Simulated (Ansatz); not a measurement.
TiRh (space group P4/mmm)

```
CELL_PARAMETERS angstrom
      5.78864     0.00000     0.00000
      2.89432     2.89432     0.00000
      0.00000     0.00000     3.35624
ATOMIC_POSITIONS crystal
  Ti 0.00000 0.50000 0.50000
  Ti 0.50000 0.50000 0.50000
  Rh 0.00000 0.00000 0.00000
  Rh 0.50000 0.00000 0.00000
```

The atoms are displaced by Q × the pattern below (from a DFPT mode at M = (0.5, 0.5, 0.0), largest move 1; Q in Å), at fixed cell. (q is in reciprocal vectors of the primitive cell; the cell shown is doubled to hold the pattern.)

```csv
atom,x,y,z
Rh3,0.000,0.000,1.000
Rh4,0.000,0.000,-1.000
```

Atoms not listed stay in place.

The numbers are results of LDA (plane waves to 420 eV, PAW, scalar-relativistic; Ansatz, a first-principles code), not measurements. k mesh 16×16×14 (Γ-centred), Fermi-Dirac smearing 0.05 eV. With partly filled bands, energies and forces of such displacements shift with the k mesh and the smearing. TiRh is run without spin polarisation. TiRh was relaxed with its symmetry unable to fall.

At one point of the scan the forces (eV/Å) are:

```tsv
atom	Fx	Fy	Fz
Ti1	0.000	0.000	0.000
Ti2	0.000	0.000	0.000
Rh3	0.000	0.000	0.378
Rh4	0.000	0.000	-0.378
```

Problem. Which point is it?
A. Q = -0.017 Å
B. Q = -0.050 Å
C. Q = -0.083 Å
D. Q = -0.033 Å

Solution. C, Q = -0.083 Å

(A displaced cell: forces are minus the slopes of the energy, force constants its curvatures, and phonons follow from these.)
